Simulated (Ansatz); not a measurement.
Cu3Si in space group P6_3/mmc (No. 194; Si on 2d, Cu on 6h) at seven volumes, PBEsol in the plane-wave PAW code Ansatz, shape and atoms relaxed at each. One row is withheld.

```tsv
V (Å³/atom)	P (GPa)
10.508	19.91
10.854	12.07
11.200	?
11.547	0.00
11.893	-4.58
12.240	-8.42
12.586	-11.62
```

Task: Fit the shown pressures and predict the withheld one.

Result: Third-order Birch–Murnaghan: P = (3/2)B₀(x^(7/2) − x^(5/2))[1 + (3/4)(B′ − 4)(x − 1)] with x = (V₀/V)^(2/3). Least squares on the six rows gives V₀ = 11.547 Å³/atom, B₀ = 167.0 GPa, B′ = 4.96. At V = 11.200, x = 1.0205 and P = 5.50 GPa. The run itself gave 5.50 GPa.

The workflow started from a Materials Project entry (that database holds measured and hypothetical structures alike); the Crystallography Open Database copy checked does not list it. Whether it is the stable phase at ambient conditions was not checked. Symmetry was held in the PBEsol relaxation; whether a distortion lowers the energy is not shown. The run is not spin-polarised.

Potentials: the later of the program's two PAW sets.
